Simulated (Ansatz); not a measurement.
V:
```yaml
crystal:
  lattice:
    - [-1.49092, 1.49092, 1.49092]
    - [1.49092, -1.49092, 1.49092]
    - [1.49092, 1.49092, -1.49092]
  atoms:
    - { symbol: V, position: [0.00000, 0.00000, 0.00000] }
```

Relaxed with r²SCAN. Special points in fractions of this cell's reciprocal vectors: Γ (0.000, 0.000, 0.000); H (0.500, -0.500, 0.500); N (0.000, 0.000, 0.500); P (0.250, 0.250, 0.250).

**Question.** List the band energies nearest the Fermi level at these points for DFT-r²SCAN in the program Ansatz with PAW potentials.

**Answer.** In eV from the Fermi level; about four levels below and three above (degenerate sets whole), none deeper than 8.9 eV; … stands for higher levels left out; points with the same levels are listed once.

```json
[
 {"k": "Γ", "below": "-7.09", "above": "0.49 0.49 0.49"},
 {"k": "H", "below": "-3.18 -3.18", "above": "…"},
 {"k": "N", "below": "-3.39 -1.17", "above": "1.57 2.69 …"},
 {"k": "P", "below": "-1.23 -1.23 -1.23", "above": "…"}
]
```

Space group Im-3m (bcc (W type)). Symmetry was held in the r²SCAN relaxation. The workflow began spin-polarised and lost its moments.

Potentials: the later of the program's two PAW sets.
